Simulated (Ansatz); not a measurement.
Relaxation of a generated cell, Ru built in the beta-W structure type; 8 atoms in the cell, which starts as Pm-3n (No. 223), cP8; a = b = c = 4.794 Å, α = β = γ = 90.00°. Level of theory: PBE (plane waves to 420 eV, PAW, scalar-relativistic; Ansatz, a program for electronic structure). Γ-centred k-mesh 7×7×7 on the run's cell (coarser than for final values), Fermi–Dirac smearing 0.05 eV. This is the first round of the run. 

The optimiser's lines from the output (shortened; P is positive under compression):

```
relax step   1: F+E_penalty+E_count = -47026.68854292 eV  Δ(F+E_penalty+E_count) = +0.000e0 eV  max|allowed force component| = 1.431e-17 eV/Å  Δτ_max = 0.0000 Å  P = +9.601 GPa  Ω = 110.163 Å³  (7 SCF iters, dr2 threshold 1.00e-7 eV, accepted)
relax step   2: F+E_penalty+E_count = -47026.67193320 eV  Δ(F+E_penalty+E_count) = +1.661e-2 eV  max|allowed force component| = 3.238e-17 eV/Å  Δτ_max = 0.0000 Å  P = -8.687 GPa  Ω = 117.392 Å³  (6 SCF iters, dr2 threshold 8.00e-7 eV, rejected (line search))
relax step   3: F+E_penalty+E_count = -47026.78338537 eV  Δ(F+E_penalty+E_count) = -9.484e-2 eV  max|allowed force component| = 1.980e-17 eV/Å  Δτ_max = 0.0000 Å  P = -0.062 GPa  Ω = 113.649 Å³  (8 SCF iters, accepted)
relax step   4: F+E_penalty+E_count = -47026.78343047 eV  Δ(F+E_penalty+E_count) = -4.510e-5 eV  max|allowed force component| = 3.605e-17 eV/Å  Δτ_max = 0.0000 Å  P = +0.000 GPa  Ω = 113.624 Å³  (7 SCF iters, accepted)
relax step   5: F+E_penalty+E_count = -47026.78948982 eV  Δ(F+E_penalty+E_count) = -6.059e-3 eV  max|allowed force component| = 2.673e-17 eV/Å  Δτ_max = 0.0000 Å  P = +0.023 GPa  Ω = 113.624 Å³  stress off target by 2.27e-2 GPa  SCF on the basis re-selected at this cell (its energy is not comparable with the rows above)  (9 SCF iters)
relax step   6: F+E_penalty+E_count = -47026.78947672 eV  Δ(F+E_penalty+E_count) = +1.310e-5 eV  max|allowed force component| = 2.356e-17 eV/Å  Δτ_max = 0.0000 Å  P = +0.000 GPa  Ω = 113.633 Å³  (7 SCF iters, accepted)
relax step   7: F+E_penalty+E_count = -47026.78947672 eV  Δ(F+E_penalty+E_count) = +0.000e0 eV  max|allowed force component| = 1.619e-17 eV/Å  Δτ_max = 0.0000 Å  P = +0.000 GPa  Ω = 113.633 Å³  stress off target by 1.39e-4 GPa  SCF on the basis re-selected at this cell (its energy is not comparable with the rows above)  (10 SCF iters)
```

From the first to the last row the energy changes by -0.01 eV/atom and the volume by +3.1 %. The last row is marked as not comparable with the walk above it, whose basis was carried along; it does compare with step 1, since both stand on a basis selected at the nominal cutoff for their own cell.

Step 2 was rejected by the optimiser.

Later rounds, restarted from the end of this one on a renewed k-mesh, logged 4 more steps and released under 0.01 eV/atom more. The final structure after all rounds: Pm-3n (No. 223), cP8; a = b = c = 4.844 Å, α = β = γ = 90.00°. Between re-selections the logged energies stand on a plane-wave basis carried along with the cell. No spin polarisation in the result.

The run could not lose the symmetry of its start: the end is stationary, and may be a saddle point rather than a minimum.

All atoms sit on sites fixed by symmetry, so only the cell could relax.

The relaxed structure here is a generated cell of Ru: the first start was made by placing the elements on the sites of a structure type, and the end was not matched to a known phase here, so it may be hypothetical. Known forms of Ru include space group No. 194.
